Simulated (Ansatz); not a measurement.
## Notes on HfW2

```yaml
crystal:
  lattice:
    - [0.00000, 3.82377, 3.82377]
    - [3.82377, 0.00000, 3.82377]
    - [3.82377, 3.82377, 0.00000]
  atoms:
    - { symbol: Hf, position: [0.00000, 0.00000, 0.00000] }
    - { symbol: Hf, position: [0.25000, 0.25000, 0.25000] }
    - { symbol: W, position: [0.62500, 0.62500, 0.62500] }
    - { symbol: W, position: [0.12500, 0.62500, 0.62500] }
    - { symbol: W, position: [0.62500, 0.62500, 0.12500] }
    - { symbol: W, position: [0.62500, 0.12500, 0.62500] }
```

The numbers come from plane-wave PAW DFT (Ansatz): r2SCAN, no spin polarisation, 500 eV, 8×8×8 Γ-centred k points, fermi-dirac occupations (width 0.1325 eV). Nothing was relaxed.

- Stress: The pressure is -5.4 GPa (compression positive), so with the atoms held at these fractions the cell would first shrink.
- Formation energy: -0.16 eV an atom against the elements' usual phases (free molecules for gases, crystals otherwise, with no correction for O₂ or N₂), so it is bound against them; other compounds may still compete. Relaxing would lower it.
- Electronic structure: It is a metal, with about 2.3 states/eV a cell as the mean within 0.25 eV of the Fermi level, mostly W d (62 %) and Hf d (24 %).
- Charges: Bader charges in e: Hf +1.54, W -0.77. In the mean Hf gives up most and W takes most.
- Contacts: W–W at 2.70 Å: least valence density 0.43 e/Å³ and ELF 0.33 there. Hf–W at 3.17 Å: least valence density 0.21 e/Å³ and ELF 0.30 there. Hf–Hf at 3.31 Å: least valence density 0.14 e/Å³ and ELF 0.18 there. Both are smooth PAW fields, read partly inside the augmentation spheres.

Origin: a database entry at a rescaled volume.
